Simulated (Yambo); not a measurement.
G0W0@LDA for Zn2P2O7 (space group C2/m, No. 12) in Yambo. Reference settings: 2×2×4 Γ-centred k mesh, bands 9 to 201 and a 7 Ry block in the screening, 201 bands in G with the Bruneval-Gonze terminator, plasmon pole fitted at 27.2 eV. The LDA gap (0, 0, -0.5) → Γ on this mesh is 3.60 eV; G0W0 gaps are taken between the same points.

With and without the terminator, as bands are cut:

| bands in G (in W) | gap, terminator (eV) | gap, none (eV) | valence shift, terminator (eV) | valence shift, none (eV) |
|---|---|---|---|---|
| 69 (69) | 6.982 | 6.923 | -1.313 | -0.944 |
| 92 (92) | 6.516 | 6.430 | -1.196 | -0.829 |
| 123 (123) | 6.309 | 6.208 | -1.200 | -0.869 |
| 162 (162) | 6.200 | 6.102 | -1.227 | -0.944 |
| 201 (201) | 6.144 | 6.053 | -1.246 | -1.003 |

Over this range the gap spans 0.838 eV with the terminator and 0.870 eV without, the valence shift 0.117 eV and 0.174 eV. Neither column has reached its limit for certain.

Geometry of the Materials Project entry, not relaxed at this level; primitive cell a = 5.353 Å, b = 5.353 Å, c = 4.558 Å, α = 99.10°, β = 99.10°, γ = 103.17°.

The structure is a Materials Project entry; no match was found in the copy of COD used, and its stability was not checked.

A shift is the quasiparticle energy of the state minus its LDA energy.
